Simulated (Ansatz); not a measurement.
A relaxed cell of BaTiO$_{3}$ (R3m (No. 160)), relaxed on a k-mesh at least as fine as the one used below. Calculation: r2SCAN (plane waves to 500 eV, PAW, scalar-relativistic; Ansatz, an electronic-structure program). Γ-centred k-mesh 6×6×3 on the run's cell (coarser than for final values), Fermi–Dirac smearing 0.05 eV.

```
BaTiO3
1.0
    2.84011     1.63974     2.33162
   -2.84011     1.63974     2.33162
    0.00000    -6.55896     4.66325
Ba Ti O
2 2 6
Cartesian
  0.00000   0.00000   3.30727
  0.00000  -3.27948   5.63889
  0.00000   0.00000   6.71097
  0.00000  -3.27948   9.04259
 -1.39293  -0.80421   5.75257
 -1.39293  -4.08369   8.08419
  0.00000   1.60842   5.75257
  0.00000  -1.67106   8.08419
  1.39293  -0.80421   5.75257
  1.39293  -4.08369   8.08419
```

The atoms are displaced by (Å):

```tsv
atom	ux	uy	uz
Ba1	-0.005	0.037	-0.028
Ba2	0.040	-0.168	-0.111
Ti3	-0.057	-0.021	-0.027
Ti4	0.084	0.173	0.061
O5	-0.126	-0.041	-0.035
O6	0.220	0.081	-0.054
O7	-0.095	0.049	-0.005
O8	-0.021	-0.043	-0.117
O9	-0.050	0.006	0.150
O10	0.018	0.142	0.075
```

Task: What forces (eV/Å) and pressure result?

Result: 
```
atom     Fx     Fy     Fz
----  -----  -----  -----
Ba1    0.00  -0.07   0.38
Ba2   -0.03   1.91   0.75
Ti3    0.09   0.50   0.01
Ti4   -0.32  -2.01  -0.30
O5     0.62   0.63   0.43
O6    -2.04  -0.47   0.03
O7     0.22  -0.44   0.33
O8    -0.12   1.18   0.58
O9     0.22  -0.30  -1.51
O10    1.37  -0.93  -0.70
```

Pressure +3.0 GPa.

Task: Estimate the energy cost of the displacement in the harmonic approximation and compare with the calculation.

Result: For a harmonic well ΔE = −½ Σ F·u = 0.998 eV a cell, or 100 meV/atom. The calculated energy relative to the undisplaced cell is +98 meV/atom, so the harmonic estimate holds well.

No spin polarisation in the result.

The run that gave the undisplaced cell could not lose the symmetry of its start; a randomly shaken copy of 10 atoms returns to this structure.

The first start was generated by placing the elements on the sites of a structure type. A measured structure of BaTiO3 has the same space group, R3m (No. 160); the sites were not compared with it. Another known form has space group No. 99.
